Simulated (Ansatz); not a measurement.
Na (bcc, W type)

```yaml
crystal:
  lattice:
    - [-4.22229, 4.22229, 4.22229]
    - [0.00000, 0.00000, 4.22229]
    - [0.00000, 4.22229, 0.00000]
  atoms:
    - { symbol: Na, position: [0.00000, 0.00000, 0.00000] }
    - { symbol: Na, position: [0.50000, 0.00000, 0.00000] }
```

A phonon eigenvector at H = (0.5, 0.5, 0.5) is frozen into this cell: atom i moves by Q times the vector below, so Q is the largest atomic displacement, in Å. The cell is held. It is one choice among 3 degenerate patterns. (q is in reciprocal vectors of the primitive cell; the cell shown is doubled to hold the pattern.)

```tsv
atom	x	y	z
Na1	0.000	0.000	-1.000
Na2	0.000	0.000	1.000
```

Level of theory: r2SCAN (plane waves to 500 eV, PAW, scalar-relativistic; Ansatz, a quantum-chemistry and plane-wave program). k mesh 16×16×16 (Γ-centred), Fermi-Dirac smearing 0.05 eV. E stands for the smeared free energy. With partly filled bands, energies and forces of such displacements shift with the k mesh and the smearing. Na was relaxed with its symmetry unable to fall. The PAW data are Ansatz's earlier set. The zero of ΔE is the undisplaced structure. The last digit holds for this mesh only.

```json
[
 {"Q (Å)": "-0.1000", "ΔE (meV/cell)": "14.26"},
 {"Q (Å)": "-0.0833", "ΔE (meV/cell)": "9.92"},
 {"Q (Å)": "-0.0667", "ΔE (meV/cell)": "6.36"},
 {"Q (Å)": "-0.0500", "ΔE (meV/cell)": "withheld"},
 {"Q (Å)": "-0.0333", "ΔE (meV/cell)": "1.59"},
 {"Q (Å)": "-0.0167", "ΔE (meV/cell)": "0.40"},
 {"Q (Å)": "0.0000", "ΔE (meV/cell)": "0.00"},
 {"Q (Å)": "0.0167", "ΔE (meV/cell)": "0.40"},
 {"Q (Å)": "0.0333", "ΔE (meV/cell)": "1.59"},
 {"Q (Å)": "0.0500", "ΔE (meV/cell)": "withheld"},
 {"Q (Å)": "0.0667", "ΔE (meV/cell)": "6.36"},
 {"Q (Å)": "0.0833", "ΔE (meV/cell)": "9.92"},
 {"Q (Å)": "0.1000", "ΔE (meV/cell)": "14.26"}
]
```

Task: Fit an even polynomial form (powers 2, 4) to the given rows and predict ΔE at Q = -0.0500.

Result: Least squares on the 11 given rows: ΔE = (1434)·Q² + (-829.8)·Q⁴, in meV/cell with Q in Å; root-mean-square residual 0.005 meV/cell. At -0.0500 the fit gives 3.58 meV/cell; the calculation gives 3.58 meV/cell, the same to the digits shown. The quadratic term alone would give 3.59 meV/cell.

(For displaced atoms, the force is minus the slope of the energy, and its curvature is a force constant, which sets phonon frequencies.)
